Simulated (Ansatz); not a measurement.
## Two Ansatz runs on ScCu

The geometry is COD entry 1523972, unchecked; take it as a test cell.

First run: DFT, r2SCAN, PAW with Ansatz's default frozen-core files, scalar-relativistic (Ansatz 0.2.0).

Command: `ansatz run input.yaml --threads 1 --pin off --max-ram 2048MiB --backend cpu --events-out ev --progress --plain --runs-dir out` The run took about 26 s on 1 thread of a shared machine.

```yaml
crystal:
  lattice:
    - [3.256, 0.0, 0.0]
    - [0.0, 3.256, 0.0]
    - [0.0, 0.0, 3.256]
  atoms:
    - { symbol: Sc, position: [0.5, 0.5, 0.5] }
    - { symbol: Cu, position: [0.0, 0.0, 0.0] }
kpoints:
  mp_grid: { grid: [10, 10, 10] }
scf:
  occupations: { method: fermi_dirac, width: 0.05 }
hamiltonian:
  xc: r2scan
  pseudopotentials: { kind: paw }
output:
  forces: true
  stress: true
  efg: { contact_densities: true }
  write_density: true
  write_potential: true
  elf: true
  volumetric_format: npy
relax:
  f_tol: 0.005
  max_steps: 80
  cell: {}
```

Result: converged; relaxed volume 16.982 Å³/atom; 31 SCF iterations in all.

A second input differs as follows:

```diff
@@ -1,7 +1,7 @@
 crystal:
   lattice:
-    - [3.256, 0.0, 0.0]
-    - [0.0, 3.256, 0.0]
-    - [0.0, 0.0, 3.256]
+    - [1.72300031, 0.0, 0.0]
+    - [0.0, 1.72300031, 0.0]
+    - [0.0, 0.0, 1.72300031]
   atoms:
     - { symbol: Sc, position: [0.5, 0.5, 0.5] }
@@ -11,4 +11,5 @@
 scf:
   occupations: { method: fermi_dirac, width: 0.05 }
+  max_iter: 60
 hamiltonian:
   xc: r2scan
@@ -18,8 +19,4 @@
   stress: true
   efg: { contact_densities: true }
-  write_density: true
-  write_potential: true
-  elf: true
-  volumetric_format: npy
 relax:
   f_tol: 0.005
```

**Question.** Does the change harm the result?

**Answer.** Not here: the run converged; energy at zero smearing 0.0 meV/atom from the first run; relaxed volume 16.975 Å³/atom; 220 SCF iterations in all, so the odd setting did no harm in this case.
